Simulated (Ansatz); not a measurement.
Rb$_{2}$NaPdF$_{6}$: computed property card

Rb2NaPdF6:
```yaml
crystal:
  lattice:
    - [-3.00560, 3.00560, 4.44819]
    - [3.00560, -3.00560, 4.44819]
    - [3.00560, 3.00560, -4.44819]
  atoms:
    - { symbol: Rb, position: [0.75000, 0.25000, 0.50000] }
    - { symbol: Rb, position: [0.25000, 0.75000, 0.50000] }
    - { symbol: Na, position: [0.50000, 0.50000, 0.00000] }
    - { symbol: Pd, position: [0.00000, 0.00000, 0.00000] }
    - { symbol: F, position: [0.22958, 0.22958, 0.45916] }
    - { symbol: F, position: [0.77042, 0.77042, 0.54084] }
    - { symbol: F, position: [0.22958, 0.77042, 0.00000] }
    - { symbol: F, position: [0.77042, 0.22958, 0.00000] }
    - { symbol: F, position: [0.24519, 0.24519, 0.00000] }
    - { symbol: F, position: [0.75481, 0.75481, 0.00000] }
```
The run is spin-polarised; directions of the spins, atom by atom: 0 0 0 ↑ 0 0 0 0 0 0.

Space group I4/mmm (No. 139); conventional cell a = b = 6.011 Å, c = 8.896 Å, α = β = γ = 90.00°.

Method: DFT-HSE06 in the program Ansatz with PAW potentials. Geometry: relaxed at this level of theory. Other levels are named where they apply.

### Cell and energy

Volume per atom: 16.07 Å³
Density: 4.28 g/cm³

### Electronic structure

- Band gap = 2.80 eV (indirect)
- Valence-band maximum = at Γ
- Conduction-band minimum = at P (2 equivalent valleys)
- Smallest direct gap on the standard path = 2.86 eV

### Magnetism

- Magnetic order = ferromagnetic
- Net moment = 0.10 μB per atom

### Mechanics

- Bulk modulus (Birch–Murnaghan fit): 39.8 GPa
- Pressure derivative B′: 5.6

### Charges

* **Bader charges**: Rb +0.92, Na +0.91, Pd +1.65, F -0.79 to -0.71 e

The workflow started from a Materials Project entry (that database holds measured and hypothetical structures alike); the Crystallography Open Database copy checked does not list it. Its standing as an ambient phase is unchecked. The cell was relaxed with HSE06 under the symmetry of its start; its stability against distortions is not shown here. Magnetic state: ferromagnetic, chosen from 4 collinear starts compared on coarse meshes with r²SCAN (ties went to the first, and starts can fall back to one state), not a proven ground state. Other orbital occupations within this spin state were not tried. The hybrid was solved on a coarse mesh, the path and, where they were found, the r²SCAN edge points; its band edges are the extreme levels among these. Spin–orbit coupling is left out wherever it is not named.

Potentials: the later of the program's two PAW sets.
